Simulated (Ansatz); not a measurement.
ScGe, first-principles data

ScGe:
```xyz
4
Lattice="1.9694 -4.9449 0.0000 1.9694 4.9449 0.0000 0.0000 0.0000 3.6930" Properties=species:S:1:pos:R:3 pbc="T T T"
Sc     1.9694    -3.5967     0.9232
Sc     1.9694     3.5967     2.7697
Ge     1.9694    -0.8892     0.9232
Ge     1.9694     0.8892     2.7697
```

Space group Cmcm (No. 63); conventional cell a = 3.939 Å, b = 9.890 Å, c = 3.693 Å, α = β = γ = 90.00°.

Method: the program Ansatz at the LDA level (PAW). Geometry: relaxed at this level of theory. Other levels are named where they apply.

### Cell and energy

| Property | Value |
|---|---|
| Volume per atom | 17.98 Å³ |
| Density | 5.43 g/cm³ |
| Formation energy from the elements (no fitted shifts) | -91 kJ/mol of atoms |

### Electronic structure

| Item | Value |
|---|---|
| Electronic character | metallic (no gap) |
| Density of states at the Fermi level | 0.50 states/eV per atom (mean over ±0.08 eV) |

### Mechanics

| Property | Result |
|---|---|
| Bulk modulus (Birch–Murnaghan fit) | 105 GPa |
| Pressure derivative B′ | 4.3 |
| Elastic constants (relaxed ions, GPa) | C11 = 178, C22 = 245, C33 = 198, C12 = 44.0, C13 = 90.1, C23 = 30.3, C44 = 38.6, C55 = 119, C66 = 56.9 |
| Mechanical stability | stable (all eigenvalues of C positive) |
| Hill bulk and shear moduli | 105 and 67.1 GPa |
| Young's modulus | 166 GPa |
| Poisson's ratio | 0.24 |
| Debye temperature from the elastic constants | 443 K |

### Phonons

| Item | Result |
|---|---|
| Highest zone-centre frequency | 275 cm⁻¹ |
| Zone-centre stability | no imaginary mode at Γ |

The first step of the workflow began from a Materials Project structure, measured or hypothetical; the Crystallography Open Database copy checked does not list it. Its standing as an ambient phase is unchecked. The LDA relaxation kept the symmetry of its start. The run is not spin-polarised. As this level gives no gap, shear constants depend on the k-mesh and smearing (Fermi–Dirac, 0.1 eV here). As this level gives no gap, phonon frequencies hold no LO–TO term and depend on the k-mesh and smearing (Fermi–Dirac, 0.1 eV here). On the denser mesh and wider smearing of the elastic run this cell carries a stress of 0.3 GPa. The references are the lowest solids computed at this level, not always the standard phases. Spin–orbit coupling is left out wherever it is not named.

Potentials: the later of the program's two PAW sets.
